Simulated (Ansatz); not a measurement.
Input:

BP:
```
CELL_PARAMETERS angstrom
      5.53237     0.00000     0.00000
      0.00000     5.53237     0.00000
      0.00000     0.00000     3.18736
ATOMIC_POSITIONS crystal
  B  0.17841 0.17841 0.00000
  B  0.82159 0.82159 0.00000
  P  0.81929 0.18071 0.00000
  P  0.18071 0.81929 0.00000
  P  0.68071 0.68071 0.50000
  P  0.31929 0.31929 0.50000
  B  0.32159 0.67841 0.50000
  B  0.67841 0.32159 0.50000
```

This is the PBEsol-relaxed structure. Cartesian axes are those of the cell as given.

### Question
All from plane-wave PAW PBEsol (Ansatz code), unless another level is named. Estimate the HSE06 gap on the PBEsol cell.

### Answer
1.05 eV.

### Question
Give the hole effective mass, band 1 of 2 at the edge.

### Answer
0.50 along x, 0.71 along z (mₑ).

### Question
Predict the electron effective mass.

### Answer
0.32, 0.32, 0.46 mₑ (principal values).

### Question
Predict the smallest direct gap on the standard path.

### Answer
1.21 eV.

### Question
Next, the band gap?

### Answer
0.26 eV (indirect).

### Question
Give the valence-band maximum.

### Answer
at Γ.

Space group P4_2/mnm. The start of the workflow was typed in or built on a structure type; neither database checked (COD, Materials Project) lists it. It is not the phase usual at ambient conditions (space group No. 216). Symmetry was held in the PBEsol relaxation; whether a distortion lowers the energy is not shown.

Potentials: the earlier of the program's two PAW sets. The files were generated under PBE; for other functionals the program regenerates the frozen cores, and for LDA and PBEsol the local potential too.
